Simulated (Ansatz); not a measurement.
Si (diamond, space group No. 227), a = 5.434 Å, b = 5.434 Å, c = 5.434 Å, α = 90.00°, β = 90.00°, γ = 90.00°; the cell used has 2 atoms.

Relaxed with DFT-PBEsol in the program Ansatz with PAW potentials. Indices refer to the conventional cell of Fd-3m, a = 5.4335 Å, b = 5.4335 Å, c = 5.4335 Å, α = 90.00°, β = 90.00°, γ = 90.00°.

Task: Simulate the powder diffraction pattern (Cu Kα, λ = 1.54184 Å; lines above 1 %) up to 2θ = 90°.

Result: Simulated powder pattern, Cu Kα, λ = 1.54184 Å (kinematic, ideal powder, no thermal factors, no anomalous dispersion; the 30 strongest lines at most, above 1 %, up to 2θ = 90°):

```json
[
 {"2θ (°)": "28.45", "d (Å)": "3.137", "I/Imax (%)": "100", "hkl": "(111)"},
 {"2θ (°)": "47.32", "d (Å)": "1.921", "I/Imax (%)": "67", "hkl": "(220)"},
 {"2θ (°)": "56.14", "d (Å)": "1.638", "I/Imax (%)": "40", "hkl": "(311)"},
 {"2θ (°)": "69.16", "d (Å)": "1.358", "I/Imax (%)": "11", "hkl": "(400)"},
 {"2θ (°)": "76.41", "d (Å)": "1.247", "I/Imax (%)": "16", "hkl": "(331)"},
 {"2θ (°)": "88.07", "d (Å)": "1.109", "I/Imax (%)": "23", "hkl": "(422)"}
]
```

Symmetry was held in the PBEsol relaxation.

Potentials: the earlier of the program's two PAW sets. The files were generated under PBE; for other functionals the program regenerates the frozen cores, and for LDA and PBEsol the local potential too.
